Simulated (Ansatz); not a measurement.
The start is a relaxed CsBS2 cell, doubled along one cell vector, shaken by Gaussian noise of σ = 0.08 Å a coordinate. The structure is fully relaxed (lattice and positions, P = 0) with r2SCAN (plane waves to 500 eV, PAW, scalar-relativistic; Ansatz, a program for electronic structure). First-step values are on the input's coarse k-mesh.

Ansatz input (later rounds restart from its end on a renewed k-mesh):
Ansatz 0.2 input:
```yaml
crystal:
  lattice:
    - [9.992428692, 0, 0]
    - [0, 3.9304924142, 3.2062076062]
    - [0, -3.9304924142, 3.2062076062]
  atoms:
    - { symbol: S, position: [0.2520531003, 0.5332235337, 0.8058795852] }
    - { symbol: S, position: [0.7389724618, 0.5359385522, 0.8133731469] }
    - { symbol: S, position: [0.2566209713, 0.7974200602, 0.5352562676] }
    - { symbol: S, position: [0.7487426946, 0.8101405059, 0.5501495544] }
    - { symbol: Cs, position: [-0.003080921, 0.0700247727, 0.0483149826] }
    - { symbol: Cs, position: [0.4926716132, 0.0252548486, 0.0274511617] }
    - { symbol: B, position: [0.2505990313, 0.4360427904, 0.4309010111] }
    - { symbol: B, position: [0.7488698886, 0.3888726853, 0.413058788] }
basis: { ecutwfc: 500, ecutrho_ratio: 4, xc_grid: 4, fft_grid_basis: typed }
kpoints: { mp_grid: { grid: [3, 5, 5] } }
hamiltonian:
  xc: r2scan
  dispersion: none
  pseudopotentials: { kind: paw }
scf: { occupations: { method: fermi_dirac, width: 0.05 } }
relax: { f_tol: 0.01, max_steps: 100, cell: { stress_tol: 0.02 } }
output: { forces: true, stress: true }
```

Question: Which atoms feel the largest initial force, and how large is it?

Answer: 2.77 eV/Å, on B8 (atoms numbered as listed).

Question: By how much does the energy per atom fall from start to end?

Answer: 59 meV/atom.

Question: Is the parent structure recovered?

Answer: It returns to the parent structure, Amm2 (No. 38).

Question: How do the shortest distances between atoms change?

Answer: The closest pairs of elements (up to four, under 3.6 Å), start → end: B–S 1.80 → 1.87 Å; S–S 2.10 → 2.17 Å; B–Cs 3.31 → 3.53 Å; Cs–S 3.46 → 3.63 Å.

Relaxed structure:

```cif
data_B2Cs2S4
_chemical_formula_sum 'S4 Cs2 B2'
_space_group_name_H-M_alt 'Amm2'
_space_group_IT_number 38
_space_group_name_Hall 'A 2 -2'
_cell_length_a 4.99621
_cell_length_b 7.86213
_cell_length_c 6.41149
_cell_angle_alpha 90.000
_cell_angle_beta 90.000
_cell_angle_gamma 90.000
loop_
_atom_site_label
_atom_site_type_symbol
_atom_site_symmetry_multiplicity
_atom_site_Wyckoff_symbol
_atom_site_fract_x
_atom_site_fract_y
_atom_site_fract_z
_atom_site_occupancy
S1 S 4 e 0.50000 0.13799 0.33458 1
Cs1 Cs 2 a 0.00000 0.00000 0.96061 1
B1 B 2 b 0.50000 0.50000 0.07146 1
```
(The calculation used a cell of 4 atoms; values per cell refer to that cell.)

Final values are on a 7×7×7 k-mesh of the relaxed cell. The relaxed cell holds bonded S–S pairs (2.17 Å). No spin polarisation in the result.

The relaxed structure here is a generated cell of CsBS2: the first start was made by placing the elements on the sites of a structure type, and the end was not matched to a known phase here, so it may be hypothetical.
